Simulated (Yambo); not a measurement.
```
CELL_PARAMETERS angstrom
      2.64243     1.52560     4.84596
     -2.64243     1.52560     4.84596
      0.00000    -3.05121     4.84596
ATOMIC_POSITIONS crystal
  Li 0.36219 0.36219 0.36219
  Li 0.63781 0.63781 0.63781
  O  0.21609 0.56216 0.95416
  O  0.78391 0.43784 0.04584
  O  0.56216 0.95416 0.21609
  O  0.43784 0.04584 0.78391
  O  0.95416 0.21609 0.56216
  O  0.04584 0.78391 0.43784
  Nb 0.14440 0.14440 0.14440
  Nb 0.85560 0.85560 0.85560
```

The geometry is that of Materials Project entry mp-1078377, symmetrised and not relaxed again.

### Question
Where are the main features of Im ε from RPA with local fields on PBEsol bands shifted by a G0W0 scissor of 1.82 eV (Yambo; 4×4×4 mesh, 102 bands, 3 Ry local-field block, 0.2 eV broadening; field along x)?

### Answer
Peaks at 6.2 eV (6.4), 10.4 eV (7.0), 15.9 eV (1.3), 17.6 eV (1.2), 18.9 eV (1.2), heights in brackets. Structure narrower than a few tenths of an eV can come from the finite k mesh. Convergence of the RPA response with its 4×4×4 mesh was not tested. The scissor comes from a G0W0 run whose convergence isn't established. No excitonic effects at this level. 

Spin-orbit coupling is not included.

This is not the ordinary phase of the substance.
